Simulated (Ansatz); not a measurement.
Theory: DFT PBE, scalar-relativistic, plane waves, PAW in Ansatz. The final run on the 9-atom cell used 420 eV, a Γ-centred 8×8×8 mesh, 0.10 eV smearing and collinear spin.

Formation energies are uncorrected and count from the elements' standard states at the same level.

Task: Suggest a trial structure for a cubic metal that holds Ga and 2 more elements, with a formation energy near −0.22 eV/atom, a density near 4.58 g/cm³ and a net moment near 0.3 μB per atom, in a cell of 9 atoms. Its symmetry should be Fm-3m (No. 225).

Result: Ga₂SeO₆, space group Fm-3m (No. 225). Around Ga lie 6 O at 1.92 Å; Se has 12 O at 2.72 Å (long contacts); O has 2 Ga at 1.92 Å, 2 Se at 2.72 Å and 8 O at 2.72 Å.

```
Ga Se O
1.0
     0.00000    3.84952    3.84952
     3.84952    0.00000    3.84952
     3.84952    3.84952    0.00000
Ga Se O
2 1 6
Direct
  0.75000 0.75000 0.75000
  0.25000 0.25000 0.25000
  0.50000 0.50000 0.50000
  0.00000 0.00000 0.50000
  0.50000 0.50000 0.00000
  0.00000 0.50000 0.00000
  0.50000 0.00000 0.00000
  0.50000 0.00000 0.50000
  0.00000 0.50000 0.50000
```

The volume per atom is 12.68 Å³. The density is 4.58 g/cm³. The energy over the elements is −0.22 eV/atom. The gap on the 8×8×8 mesh of the 9-atom cell is 0 eV (a metal). The net moment per atom is 0.32 μB. The moment by site is O 0.4 (×6) μB.

The cell was found from a structure generator's guess, not taken from experiment. Other answers may fit too; this one was computed.

The reference form of Se is held partly by dispersion forces, which this level lacks. Another magnetic order may lie lower. A structure relaxed within its symmetry needn't be a true minimum. Site moments count only spheres around the atoms; the net moment includes the space between them.
